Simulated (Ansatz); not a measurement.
Here is the system:

BeCo:
```yaml
crystal:
  lattice:
    - [2.47921, 0.00000, 0.00000]
    - [0.00000, 2.47921, 0.00000]
    - [0.00000, 0.00000, 2.94668]
  atoms:
    - { symbol: Be, position: [0.50000, 0.50000, 0.50000] }
    - { symbol: Co, position: [0.00000, 0.00000, 0.00000] }
```
The run is spin-polarised.

This is the r²SCAN-relaxed structure.

### Question
All from plane-wave PAW r²SCAN (Ansatz code), unless another level is named. Predict the net moment.

### Answer
0.57 μB per atom.

### Question
Predict the Bader charges.

### Answer
Be +1.48, Co -1.48 e.

Space group P4/mmm (L1₀ or tetragonal B2). A made-up cell: these elements were put on the sites of a structure type; neither database checked (COD, Materials Project) lists it. COD files the formula under space group No. 221. Whether it is the stable phase at ambient conditions was not checked. The cell was relaxed with r²SCAN under the symmetry of its start; whether a distortion lowers the energy is not shown. Spin order of the final state: ferromagnetic, chosen from 4 collinear starts compared on coarse meshes (ties went to the first, and starts can fall back to one state), not a proven ground state. Other orbital occupations within this spin state were not tried. For itinerant 3d metals, meta-GGAs of the SCAN family and hybrids are commonly reported to give too large moments.

Potentials: the earlier of the program's two PAW sets.
